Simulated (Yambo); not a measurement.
G0W0@LDA for LiHS (space group Pmc2_1, No. 26) in Yambo. Reference settings: 2×4×1 Γ-centred k mesh, bands 5 to 257 and a 7 Ry block in the screening, 257 bands in G with the Bruneval-Gonze terminator, plasmon pole fitted at 27.2 eV. The LDA gap Γ → Γ on this mesh is 3.23 eV; G0W0 gaps are taken between the same points.

With and without the terminator, as bands are cut:

| bands in G (in W) | gap, terminator (eV) | gap, none (eV) | valence shift, terminator (eV) | valence shift, none (eV) |
|---|---|---|---|---|
| 55 (55) | 5.759 | 5.677 | -0.950 | -0.600 |
| 91 (91) | 5.717 | 5.657 | -1.184 | -0.927 |
| 138 (138) | 5.719 | 5.670 | -1.321 | -1.135 |
| 197 (197) | 5.731 | 5.699 | -1.398 | -1.268 |
| 257 (257) | 5.741 | 5.720 | -1.444 | -1.352 |

Over this range the gap spans 0.042 eV with the terminator and 0.063 eV without, the valence shift 0.494 eV and 0.752 eV. Neither column has reached its limit for certain.

Geometry of the Materials Project entry, not relaxed at this level; primitive cell a = 6.101 Å, b = 3.923 Å, c = 7.833 Å, α = β = γ = 90.00°.

A shift is the quasiparticle energy of the state minus its LDA energy.
